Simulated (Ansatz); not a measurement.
# Ta4O: how the smearing width on a coarse mesh moves the results

Computed with DFT PBE, scalar-relativistic, plane waves, PAW (Ansatz 0.2.0).

```yaml
crystal:
  lattice:
    - [3.25750, 0.00000, 0.00000]
    - [0.00000, 3.25750, 0.00000]
    - [0.00000, 0.00000, 7.40934]
  atoms:
    - { symbol: Ta, position: [0.00000, 0.00000, 0.50000] }
    - { symbol: Ta, position: [0.50000, 0.50000, 0.78316] }
    - { symbol: Ta, position: [0.50000, 0.50000, 0.21684] }
    - { symbol: Ta, position: [0.00000, 0.00000, 0.00000] }
    - { symbol: O, position: [0.50000, 0.50000, 0.50000] }
```

```json
{"plane-wave cutoff": "420 eV", "Γ-centred k-mesh": "6×6×3", "spin treatment": "unpolarised"}
```

The atoms stay fixed while the smearing width on a coarse mesh is varied. ΔE is the energy extrapolated to zero smearing, less that of the reference run (12×12×6 Γ-centred mesh, Gaussian smearing 0.1 eV). The cell isn't necessarily relaxed at this level. Spin–orbit coupling is left out. Pressure is positive in compression.

```
rule, width (eV)  ΔE (meV/atom)  ΔF, free energy (meV/atom) P (GPa) largest change of a force component (eV/Å)
   Gaussian 0.01           5.82                        6.72    -0.79                                       0.094
   Gaussian 0.05           5.87                        6.69    -0.80                                       0.085
    Gaussian 0.1           6.27                        6.11    -0.78                                       0.051
    Gaussian 0.2              ?                           ?        ?                                           ?
    Gaussian 0.4           6.72                       -14.5    -0.45                                       0.013
```

Question: Fill in the withheld rows.

Answer: The withheld rows:

| rule, width (eV) | ΔE (meV/atom) | ΔF, free energy (meV/atom) | P (GPa) | largest change of a force component (eV/Å) |
| --- | --- | --- | --- | --- |
| Gaussian 0.2 | 6.86 | 2.14 | -0.68 | 0.007 |

Cost: 5 runs of about 0.07 core-minutes in all, on AMD EPYC 9R45 (Zen 5) (shared hosts).